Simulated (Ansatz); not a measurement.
HfSiO4:
```yaml
crystal:
  lattice:
    - [-3.29104, 3.29104, 2.98304]
    - [3.29104, -3.29104, 2.98304]
    - [3.29104, 3.29104, -2.98304]
  atoms:
    - { symbol: Hf, position: [0.75000, 0.25000, 0.50000] }
    - { symbol: Hf, position: [0.00000, 0.00000, 0.00000] }
    - { symbol: Si, position: [0.25000, 0.75000, 0.50000] }
    - { symbol: Si, position: [0.50000, 0.50000, 0.00000] }
    - { symbol: O, position: [0.13333, 0.31813, 0.81521] }
    - { symbol: O, position: [0.06813, 0.75292, 0.68479] }
    - { symbol: O, position: [0.50292, 0.31813, 0.18479] }
    - { symbol: O, position: [0.06813, 0.38333, 0.31521] }
    - { symbol: O, position: [0.61667, 0.93187, 0.68479] }
    - { symbol: O, position: [0.68187, 0.86667, 0.18479] }
    - { symbol: O, position: [0.24708, 0.93187, 0.31521] }
    - { symbol: O, position: [0.68187, 0.49708, 0.81521] }
```

Tensor components refer to the Cartesian frame of this cell.

Task: Give the high-frequency dielectric tensor and the Born effective charge tensors of the independent atoms from DFPT, the program Ansatz at the PBEsol level (PAW).

Result: 
ε∞:
```
3.92  0.00  0.00
0.00  3.92  0.00
0.00  0.00  4.15
```
Z* of atom 1 (Hf), rows: field, columns: displacement, in e:
```
5.29  0.00  0.00
0.00  5.29  0.00
0.00  0.00  4.63
```
Z* of atom 3 (Si), rows: field, columns: displacement, in e:
```
3.17  0.00  0.00
0.00  3.17  0.00
0.00  0.00  4.32
```
Z* of atom 5 (O), rows: field, columns: displacement, in e:
```
-1.14   0.00   0.00
 0.00  -3.09  -0.34
 0.00  -0.17  -2.24
```

Space group I4_1/amd. The cell was relaxed with PBEsol under the symmetry of its start. No spin polarisation was allowed. Scalar-relativistic: spin–orbit coupling is off unless named, which matters more the heavier the elements.

Potentials: the later of the program's two PAW sets.
